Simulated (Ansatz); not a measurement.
TiSiB:
```
TiSiB
1.0
    1.64898    -6.59986     0.00000
    1.64898     6.59986     0.00000
    0.00000     0.00000     3.05501
Si B Ti
2 2 2
Direct
  0.70186   0.29814   0.25000
  0.29814   0.70186   0.75000
  0.46843   0.53157   0.75000
  0.53157   0.46843   0.25000
  0.09390   0.90610   0.75000
  0.90610   0.09390   0.25000
```

Relaxed with r²SCAN. Special points in fractions of this cell's reciprocal vectors: Γ (0.000, 0.000, 0.000); Y (-0.500, 0.500, 0.000); C0 (-0.266, 0.734, 0.000); Σ0 (0.266, 0.266, 0.000); Z (0.000, 0.000, 0.500); A0 (0.266, 0.266, 0.500); E0 (-0.266, 0.734, 0.500); T (-0.500, 0.500, 0.500); S (0.000, 0.500, 0.000); R (0.000, 0.500, 0.500).

**Question.** List the band energies nearest the Fermi level at these points for r²SCAN in the plane-wave PAW code Ansatz.

**Answer.** In eV from the Fermi level; about four levels below and three above (degenerate sets whole), none deeper than 8.9 eV; points with the same levels are listed once.

| k | below | above |
|---|---|---|
| Γ | -1.97 -1.62 -1.55 -1.19 | 0.09 2.06 2.08 |
| Y | -1.57 -1.43 -1.35 -0.43 | 0.29 1.20 1.93 |
| C0 | -3.87 -3.45 -3.09 -0.74 | 0.27 0.35 1.16 |
| Z | -2.24 -2.24 -1.25 -1.25 | 1.47 1.47 1.53 1.53 |
| A0 | -2.86 -2.86 -1.48 -1.48 | 2.92 2.92 3.27 3.27 |
| T | -2.49 -2.49 -2.13 -2.13 | 0.69 0.69 1.86 1.86 |
| S | -4.75 -3.45 -2.53 -0.98 | 0.33 0.35 1.17 |
| R | -2.86 -2.86 -1.45 -1.45 | 2.87 2.87 3.27 3.27 |

Space group Cmcm. The start of the workflow was typed in or built on a structure type; neither database checked (COD, Materials Project) lists it. Whether it is the stable phase at ambient conditions was not checked. Symmetry was held in the r²SCAN relaxation; its stability against distortions is not shown here. The run is not spin-polarised.

Potentials: the later of the program's two PAW sets.
